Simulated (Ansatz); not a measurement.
Question: Name crystals whose computed values (plane-wave PAW PBEsol (Ansatz code)) fall in these windows: Θ_D (K) 570 to 740; B₀ by P(V) fit (GPa) 170 to 220.

Answer: 

```tsv
crystal	Θ_D (K)	B₀ by P(V) fit (GPa)
AlCo, CsCl type	640	193
```
Others may fit too.

Began spin-polarised and lost the moments: AlCo, CsCl type. The cell was relaxed under the symmetry of its start.

Potentials: the earlier of the program's two PAW sets.
